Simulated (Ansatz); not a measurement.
Input, command and steps of an Ansatz relaxation.

```yaml
crystal:
  lattice:
    - [4.0005498346, 0.0, 0.0]
    - [0.0, 4.8785985955, 0.0]
    - [0.0, 0.0, 3.5819171249]
  atoms:
    - { symbol: Li, position: [0.75, 0.1666666667, 0.75] }
    - { symbol: Li, position: [0.25, 0.3333333333, 0.75] }
    - { symbol: Li, position: [0.75, 0.6666666667, 0.75] }
    - { symbol: Li, position: [0.25, 0.8333333333, 0.75] }
    - { symbol: Be, position: [0.0, 0.0, 0.5] }
    - { symbol: Be, position: [0.5, 0.5, 0.5] }
basis:
  ecutwfc: 420
kpoints:
  mp_grid: { grid: [4, 4, 6] }
hamiltonian:
  xc: pbe
scf:
  occupations: { method: gaussian, width: 0.1 }
  lower_state_search: "off"
output:
  forces: true
  stress: true
  eigenvalues: true
relax:
  adjacent_minimum: "off"
  f_tol: 0.04
  max_steps: 70
  cell: { stress_tol: 0.4 }
```

```bash
ansatz run input.yaml --threads 1 --pin off --max-ram 2560MiB --backend cpu --events-out ev --progress --plain --runs-dir out
```

All numbers below come from Ansatz, DFT PBE, scalar-relativistic, plane waves, PAW.

Of 21 frames 10 are shown, positions in Å and forces in eV/Å; the SCF threshold varies from step to step. Steps run on the plane waves of an earlier cell, with a Pulay correction in the pressure. The basis is chosen afresh for the last frame, the zero of the energies, and at times for earlier ones too; energy and pressure step there, also at an unchanged geometry. Here that happened at step 17 (-19 meV/atom, 1.1 GPa); the frames before carry an error of that size. The mark taken_back stands on steps that the optimiser undid.

```xyz
6
Lattice="4.0005 0.0000 0.0000 0.0000 4.8786 0.0000 0.0000 0.0000 3.5819" Properties=species:S:1:pos:R:3:forces:R:3 pbc="T T T" step=1 free_energy_over_end_meV_per_atom=1835.62 pressure_GPa=34.38
Li    3.0004    0.8131    2.6864   -3.3839    1.6115    4.1197
Li    1.0001    1.6262    2.6864   -3.3839   -1.6115    4.1197
Li    3.0004    3.2524    2.6864    3.3839    1.6115    4.1197
Li    1.0001    4.0655    2.6864    3.3839   -1.6115    4.1197
Be    0.0000    0.0000    1.7910    0.0000    0.0000   -8.2394
Be    2.0003    2.4393    1.7910    0.0000    0.0000   -8.2394
6
Lattice="4.2631 0.0000 0.0000 0.0000 5.1635 0.0000 0.0000 0.0000 3.3637" Properties=species:S:1:pos:R:3:forces:R:3 pbc="T T T" step=3 free_energy_over_end_meV_per_atom=591.16 pressure_GPa=11.16
Li    3.0492    0.8069    2.6800   -1.1243    0.4940    1.4523
Li    0.9176    1.7749    2.6800   -1.1243   -0.4940    1.4523
Li    3.3455    3.3886    2.6800    1.1243    0.4940    1.4523
Li    1.2139    4.3567    2.6800    1.1243   -0.4940    1.4523
Be    0.0000    0.0000    1.3674    0.0000    0.0000   -2.9046
Be    2.1316    2.5818    1.3674    0.0000    0.0000   -2.9046
6
Lattice="4.6560 0.0000 0.0000 0.0000 5.3616 0.0000 0.0000 0.0000 3.1867" Properties=species:S:1:pos:R:3:forces:R:3 pbc="T T T" step=5 free_energy_over_end_meV_per_atom=268.20 pressure_GPa=2.92
Li    3.1538    0.8607    2.6368   -0.3002    0.2388    0.1613
Li    0.8258    1.8201    2.6368   -0.3002   -0.2388    0.1613
Li    3.8302    3.5415    2.6368    0.3002    0.2388    0.1613
Li    1.5022    4.5009    2.6368    0.3002   -0.2388    0.1613
Be    0.0000    0.0000    1.0998    0.0000    0.0000   -0.3226
Be    2.3280    2.6808    1.0998    0.0000    0.0000   -0.3226
6
Lattice="5.1722 0.0000 0.0000 0.0000 5.7800 0.0000 0.0000 0.0000 2.7141" Properties=species:S:1:pos:R:3:forces:R:3 pbc="T T T" step=8 free_energy_over_end_meV_per_atom=136.56 pressure_GPa=1.50
Li    3.3500    1.0158    2.2623   -0.0052   -0.0998   -0.0036
Li    0.7639    1.8742    2.2623   -0.0052    0.0998   -0.0036
Li    4.4083    3.9058    2.2623    0.0052   -0.0998   -0.0036
Li    1.8222    4.7643    2.2623    0.0052    0.0998   -0.0036
Be    0.0000    0.0000    0.9036    0.0000    0.0000    0.0073
Be    2.5861    2.8900    0.9036    0.0000    0.0000    0.0073
6
Lattice="5.0441 0.0000 0.0000 0.0000 6.2578 0.0000 0.0000 0.0000 2.5915" Properties=species:S:1:pos:R:3:forces:R:3 pbc="T T T" step=10 free_energy_over_end_meV_per_atom=108.06 pressure_GPa=0.63
Li    3.1734    1.1089    2.1556   -0.0617   -0.0406    0.0206
Li    0.6513    2.0200    2.1556   -0.0617    0.0406    0.0206
Li    4.3928    4.2378    2.1556    0.0617   -0.0406    0.0206
Li    1.8708    5.1489    2.1556    0.0617    0.0406    0.0206
Be    0.0000    0.0000    0.8717    0.0000    0.0000   -0.0412
Be    2.5221    3.1289    0.8717    0.0000    0.0000   -0.0412
6
Lattice="4.7580 0.0000 0.0000 0.0000 6.7336 0.0000 0.0000 0.0000 2.5567" Properties=species:S:1:pos:R:3:forces:R:3 pbc="T T T" step=12 free_energy_over_end_meV_per_atom=83.56 pressure_GPa=-0.53
Li    2.8233    1.2307    2.1280   -0.0975   -0.2026    0.0115
Li    0.4443    2.1361    2.1280   -0.0975    0.2026    0.0115
Li    4.3137    4.5975    2.1280    0.0975   -0.2026    0.0115
Li    1.9347    5.5029    2.1280    0.0975    0.2026    0.0115
Be    0.0000    0.0000    0.8574    0.0000    0.0000   -0.0229
Be    2.3790    3.3668    0.8574    0.0000    0.0000   -0.0229
6
Lattice="4.3656 0.0000 0.0000 0.0000 7.1113 0.0000 0.0000 0.0000 2.5133" Properties=species:S:1:pos:R:3:forces:R:3 pbc="T T T" step=14 free_energy_over_end_meV_per_atom=36.00 pressure_GPa=-1.22
Li    2.3219    1.2050    2.0943   -0.1238    0.0081    0.0004
Li    0.1391    2.3506    2.0943   -0.1238   -0.0081    0.0004
Li    4.2265    4.7606    2.0943    0.1238    0.0081    0.0004
Li    2.0437    5.9063    2.0943    0.1238   -0.0081    0.0004
Be    0.0000    0.0000    0.8380    0.0000    0.0000   -0.0008
Be    2.1828    3.5556    0.8380    0.0000    0.0000   -0.0008
6
Lattice="4.2427 0.0000 0.0000 0.0000 7.2433 0.0000 0.0000 0.0000 2.4233" Properties=species:S:1:pos:R:3:forces:R:3 pbc="T T T" step=17 free_energy_over_end_meV_per_atom=6.43 pressure_GPa=1.21
Li    2.1224    1.2120    2.0189   -0.0013    0.0218    0.0019
Li    0.0011    2.4096    2.0189   -0.0013   -0.0218    0.0019
Li    4.2416    4.8337    2.0189    0.0013    0.0218    0.0019
Li    2.1203    6.0313    2.0189    0.0013   -0.0218    0.0019
Be    0.0000    0.0000    0.8089    0.0000    0.0000   -0.0038
Be    2.1213    3.6217    0.8089    0.0000    0.0000   -0.0038
6
Lattice="4.0931 0.0000 0.0000 0.0000 7.7312 0.0000 0.0000 0.0000 2.4247" Properties=species:S:1:pos:R:3:forces:R:3 pbc="T T T" step=19 free_energy_over_end_meV_per_atom=1.96 pressure_GPa=0.07 taken_back
Li    2.0460    1.2672    2.0208    0.0009   -0.0293   -0.0006
Li   -0.0006    2.5984    2.0208    0.0009    0.0293   -0.0006
Li    4.0937    5.1328    2.0208   -0.0009   -0.0293   -0.0006
Li    2.0471    6.4640    2.0208   -0.0009    0.0293   -0.0006
Be    0.0000    0.0000    0.8079    0.0000    0.0000    0.0012
Be    2.0466    3.8656    0.8079    0.0000    0.0000    0.0012
6
Lattice="4.1722 0.0000 0.0000 0.0000 7.6021 0.0000 0.0000 0.0000 2.4219" Properties=species:S:1:pos:R:3:forces:R:3 pbc="T T T" step=21 free_energy_over_end_meV_per_atom=0.00 pressure_GPa=-0.02
Li    2.0871    1.2546    2.0176   -0.0015   -0.0022    0.0019
Li    0.0010    2.5465    2.0176   -0.0015    0.0022    0.0019
Li    4.1712    5.0557    2.0176    0.0015   -0.0022    0.0019
Li    2.0851    6.3475    2.0176    0.0015    0.0022    0.0019
Be    0.0000    0.0000    0.8085    0.0000    0.0000   -0.0038
Be    2.0861    3.8011    0.8085    0.0000    0.0000   -0.0038
```

The start is a random arrangement. At the end the space group is Cmmm (tolerance 0.05 Å).

It took 72 s on 1 thread of Arm Neoverse V2, with other jobs on the host, peak memory 0.35 GiB.

The k mesh is coarse.